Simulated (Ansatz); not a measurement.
ZnAg:
```cif
data_AgZn
_chemical_formula_sum 'Zn1 Ag1'
_space_group_name_H-M_alt 'P-6m2'
_space_group_IT_number 187
_space_group_name_Hall 'P -6 2'
_cell_length_a 2.85207
_cell_length_b 2.85207
_cell_length_c 4.36422
_cell_angle_alpha 90.000
_cell_angle_beta 90.000
_cell_angle_gamma 120.000
loop_
_atom_site_label
_atom_site_type_symbol
_atom_site_symmetry_multiplicity
_atom_site_Wyckoff_symbol
_atom_site_fract_x
_atom_site_fract_y
_atom_site_fract_z
_atom_site_occupancy
Zn1 Zn 1 a 0.00000 0.00000 0.00000 1
Ag1 Ag 1 d 0.33333 0.66667 0.50000 1
```

Relaxed at zero pressure with DFT-PBEsol in the program Ansatz with PAW potentials.

**Question.** The volume is lowered by 3 % and shape and atoms relax at that volume. What pressure results, and how do the axes share the change?

**Answer.** 3.6 GPa; a -1.2 %, b -1.2 %, c -0.7 %; the energy rises by 5 meV/atom.

**Question.** Give the new structure.

**Answer.** 
Space group P-6m2 (No. 187); a = 2.8191 Å, b = 2.8191 Å, c = 4.3330 Å, α = 90.00°, β = 90.00°, γ = 120.00°

```
atom  site  symmetry       x       y       z
----  ----  --------  ------  ------  ------
Zn      1a      -6m2  0.0000  0.0000  0.0000
Ag      1d      -6m2  0.3333  0.6667  0.5000
```

The phase is kept; no other phase was compared at this pressure.

The workflow started from a Materials Project entry (that database holds measured and hypothetical structures alike); the Crystallography Open Database copy checked does not list it. COD files the formula under space group No. 221. With Zn and Ag taken as one species the cell has the higher symmetry P6_3/mmc, so it may be an ordered model of a mixed-site phase. Whether it is the stable phase at ambient conditions was not checked. The cell was relaxed with PBEsol under the symmetry of its start; whether a distortion lowers the energy is not shown. The run is not spin-polarised. Axis ratios of metals converge slowly with the k-mesh, so a and c are less sure than the volume.

Potentials: the later of the program's two PAW sets.
